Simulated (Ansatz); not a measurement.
YIr$_{2}$: enthalpy against pressure

YIr$_{2}$, Fd-3m, a = 7.539 Å. The structure is a COD entry; whether it is the stable form wasn't checked. Ansatz: r2SCAN, PAW, 500 eV, Γ-centred 8×8×8 mesh on 6 atoms, Gaussian smearing 0.10 eV; no spin polarisation. Cell and atoms are relaxed at each pressure, and no other structure is tried, so the rows at high pressure may lie past a change of phase. y is the enthalpy over the state at zero pressure; there V0 = 17.855 Å³/atom. The pressures are the targets, met within 0.03 GPa.

```tsv
P (GPa)	y (eV/atom)
-3.0	-0.3367
0.0	0.0000
3.0	0.3320
8.0	0.8757
15.0	?
30.0	3.1521
60.0	6.0329
```

Task: Fit y = c1 P + c2 P² + c3 P³ to the other rows, say what c1 and c2 mean, and predict the missing value.

Result: Least squares on the rows shown. y = 0.11135 P − 0.00023898 P² + 9.8128×10⁻⁷ P³. Since dH/dP = V, c1 is V0: 0.11135 eV/GPa × 160.2 = 17.838 Å³ against 17.855; c2 = −V0/(2B0) gives B0 = 233 GPa, where a Birch–Murnaghan fit to the volumes of the same runs (not shown) gives 212 GPa: a cubic over this range folds the higher terms into c2. At P = 15.0 the fit asked for gives 1.6198 eV/atom. The run gave 1.6190 eV/atom, so the fit is 0.0008 eV/atom too high, 0.013 % of the span of the series, against an rms of 0.0003 eV/atom on the fitted rows. With a term in P⁴ added, a fit to the same known rows predicts 1.6188 eV/atom, so most of the miss is curvature that the known rows already hold.

The mesh isn't the same in all rows (8×8×8, 10×10×10). Spin–orbit coupling is left out, which can shift energies with elements as heavy as these.

Cost: 7 runs of about 18 core-minutes in all, on Arm Neoverse N1 (shared hosts).